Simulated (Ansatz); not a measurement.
**Fields on a plane of NiSi (MnP type, space group Pnma)**

```
CELL_PARAMETERS angstrom
      5.11890     0.00000     0.00000
      0.00000     3.34227     0.00000
      0.00000     0.00000     5.56343
ATOMIC_POSITIONS crystal
  Ni 0.50768 0.25000 0.68874
  Ni 0.00768 0.25000 0.81126
  Ni 0.49232 0.75000 0.31126
  Ni 0.99232 0.75000 0.18874
  Si 0.67882 0.25000 0.08342
  Si 0.17882 0.25000 0.41658
  Si 0.32118 0.75000 0.91658
  Si 0.82118 0.75000 0.58342
```

The slice is a (001) plane (indices of the conventional cell) through the point (0.492, 0.750, 0.311) (fractional), spanned by u = [010] and v = [100] in vectors of this cell: u (3.34 Å) and v (5.12 Å, at 90° to u). It covers one period; positions are fractions (u, v).

Atoms on it: Ni at (0.00, 0.00). Other atoms lie within 1 Å of the plane.

Level of theory: r2SCAN (plane waves to 500 eV, PAW, scalar-relativistic; Ansatz, an electronic-structure program). k mesh 9×14×9. Near the nuclei the fields are pseudised (PAW); where an atom keeps semicore shells as valence, they peak there. NiSi is run without spin polarisation. NiSi was relaxed with its symmetry unable to fall.

```
v \ u  0.00  0.12  0.25  0.38  0.50  0.62  0.75  0.88
-----  ----  ----  ----  ----  ----  ----  ----  ----
0.92    1.1   0.6  -0.3  -0.6  -0.6  -0.6  -0.3   0.6
0.83   -0.1  -0.3  -0.4  -0.5  -0.5  -0.5  -0.4  -0.3
0.75   -0.5  -0.5  -0.4  -0.4  -0.5  -0.4  -0.4  -0.5
0.67   -0.4  -0.4  -0.4  -0.4  -0.5  -0.4  -0.4  -0.4
0.58    0.0  -0.2  -0.3  -0.4  -0.4  -0.4  -0.3  -0.2
0.50    0.4   0.0  -0.4  -0.5  -0.5  -0.5  -0.4   0.0
0.42    0.0  -0.2  -0.5  -0.7  -0.8  -0.7  -0.5  -0.2
0.33   -0.4  -0.5  -0.7  -0.8  -0.9  -0.8  -0.7  -0.5
0.25   -0.5  -0.5  -0.7  -0.8  -0.8  -0.8  -0.7  -0.5
0.17   -0.1  -0.3  -0.5  -0.7  -0.7  -0.7  -0.5  -0.3
0.08    1.1   0.6  -0.3  -0.6  -0.7  -0.6  -0.3   0.6
0.00    1.8   1.1  -0.1  -0.6  -0.7  -0.6  -0.1   1.1
```

Values: log₁₀ of the valence density in e/Å³. The scale is logarithmic, as a density can span decades between atoms and voids.

```tsv
v \ u	0.00	0.12	0.25	0.38	0.50	0.62	0.75	0.88
0.92	x	x	x	9.6	10.0	9.6	x	x
0.83	x	x	7.0	3.9	x	3.9	7.0	x
0.75	10.2	9.8	5.1	x	x	x	5.1	9.8
0.67	8.2	8.2	3.3	x	x	x	3.4	8.2
0.58	x	x	4.8	x	x	x	4.7	x
0.50	x	x	6.7	7.7	6.5	7.7	6.7	x
0.42	x	x	9.2	11.2	11.3	11.2	9.2	x
0.33	7.5	9.1	11.2	11.6	11.3	11.6	11.2	9.1
0.25	9.9	10.7	11.4	10.7	9.9	10.7	11.4	10.7
0.17	x	x	9.3	10.1	9.5	10.1	9.3	x
0.08	x	x	x	10.2	10.9	10.2	x	x
0.00	x	x	x	10.4	11.9	10.3	x	x
```

Values: electrostatic potential energy of an electron, from the cell's mean, in eV. Points within 1 Å of a nucleus are blanked (x), as the pseudised field means little there. Values under 3 eV are set to 3. The zero, the cell's mean, hangs on the PAW cores.
